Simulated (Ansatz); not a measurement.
**Question.** Ru (hcp (Mg type), P6_3/mmc) is relaxed with PBE (plane waves, PAW; program Ansatz). What lattice parameters of the conventional cell result?

**Answer.** a = 2.721 Å, c = 4.295 Å.

The cell was relaxed with PBE under the symmetry of its start. The run is not spin-polarised. Axis ratios of metals converge slowly with the k-mesh, so a and c are less sure than the volume.

Potentials: the earlier of the program's two PAW sets.
